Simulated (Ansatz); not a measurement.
CsSnI3:
```
CsSnI3
1.0
   10.60746     0.00000     0.00000
    0.00000     4.77404     0.00000
    0.00000     0.00000    17.94737
Cs I Sn
4 12 4
Direct
  0.91577   0.75000   0.66952
  0.58423   0.25000   0.16952
  0.41577   0.75000   0.83048
  0.08423   0.25000   0.33048
  0.52755   0.75000   0.61594
  0.97245   0.25000   0.11594
  0.02755   0.75000   0.88406
  0.47245   0.25000   0.38406
  0.16711   0.75000   0.50106
  0.33289   0.25000   0.00106
  0.66711   0.75000   0.99894
  0.83289   0.25000   0.49894
  0.20604   0.25000   0.70801
  0.29396   0.75000   0.20801
  0.70604   0.25000   0.79199
  0.79396   0.75000   0.29199
  0.34248   0.25000   0.56193
  0.15752   0.75000   0.06193
  0.84248   0.25000   0.93807
  0.65752   0.75000   0.43807
```

Relaxed with r²SCAN. Special points in fractions of this cell's reciprocal vectors: Γ (0.000, 0.000, 0.000); X (0.500, 0.000, 0.000); S (0.500, 0.500, 0.000); Y (0.000, 0.500, 0.000); Z (0.000, 0.000, 0.500); U (0.500, 0.000, 0.500); R (0.500, 0.500, 0.500); T (0.000, 0.500, 0.500).

**Question.** List the band energies nearest the valence-band maximum at these points for DFT-r²SCAN in the program Ansatz with PAW potentials.

**Answer.** In eV from the valence-band maximum; about four levels below and three above (degenerate sets whole), none deeper than 8.9 eV; points with the same levels are listed once.

| k | below | above |
|---|---|---|
| Γ | -0.80 -0.69 -0.50 -0.13 | 2.45 2.53 2.53 2.53 |
| X | -0.80 -0.80 -0.13 -0.13 | 2.36 2.36 2.56 2.56 |
| S | -0.26 -0.26 -0.26 -0.26 | 3.34 3.34 3.34 3.34 |
| Y | -0.63 -0.63 -0.20 -0.20 | 3.27 3.27 3.45 3.45 |
| Z | -0.70 -0.70 -0.32 -0.32 | 2.48 2.48 2.55 2.55 |
| U | -0.78 -0.78 -0.15 -0.15 | 2.36 2.36 2.55 2.55 |
| R | -0.25 -0.25 -0.25 -0.25 | 3.32 3.32 3.32 3.32 |
| T | -0.57 -0.57 -0.27 -0.27 | 3.28 3.28 3.48 3.48 |

Space group Pnma. The r²SCAN relaxation kept the symmetry of its start. Scalar-relativistic: spin–orbit coupling is off unless named, which matters more the heavier the elements.

Potentials: the later of the program's two PAW sets.
